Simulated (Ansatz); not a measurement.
VN:
```yaml
crystal:
  lattice:
    - [4.11721, 0.00000, 0.00000]
    - [0.00000, 4.11721, 0.00000]
    - [0.00000, 0.00000, 4.11721]
  atoms:
    - { symbol: V, position: [0.23457, 0.23457, 0.23457] }
    - { symbol: V, position: [0.73457, 0.26543, 0.76543] }
    - { symbol: V, position: [0.76543, 0.73457, 0.26543] }
    - { symbol: V, position: [0.26543, 0.76543, 0.73457] }
    - { symbol: N, position: [0.75915, 0.75915, 0.75915] }
    - { symbol: N, position: [0.25915, 0.74085, 0.24085] }
    - { symbol: N, position: [0.24085, 0.25915, 0.74085] }
    - { symbol: N, position: [0.74085, 0.24085, 0.25915] }
```

Relaxed with PBE. Special points in fractions of this cell's reciprocal vectors: Γ (0.000, 0.000, 0.000); X (0.000, 0.500, 0.000); M (0.500, 0.500, 0.000); R (0.500, 0.500, 0.500); X1 (0.500, 0.000, 0.000).

List the band energies nearest the Fermi level at these points for plane-wave PAW PBE (Ansatz code).

In eV from the Fermi level; about four levels below and three above (degenerate sets whole), none deeper than 8.9 eV; points with the same levels are listed once.

```
k                          below                above
-  -----------------------------  -------------------
Γ  -1.36 -1.36 -1.36 -0.29 -0.29       0.69 0.69 0.69
X        -2.60 -2.60 -0.05 -0.05  0.15 0.15 0.20 0.20
M        -5.32 -5.32 -0.29 -0.29  0.09 0.09 0.69 0.69
R        -5.95 -5.95 -5.95 -5.95  0.64 0.64 0.64 0.64
```

Space group P2_13. A made-up cell: these elements were put on the sites of a structure type; neither database checked (COD, Materials Project) lists it. It is not the phase usual at ambient conditions (space group No. 225). Symmetry was held in the PBE relaxation; whether a distortion lowers the energy is not shown. The workflow began spin-polarised and lost its moments.

Potentials: the later of the program's two PAW sets.
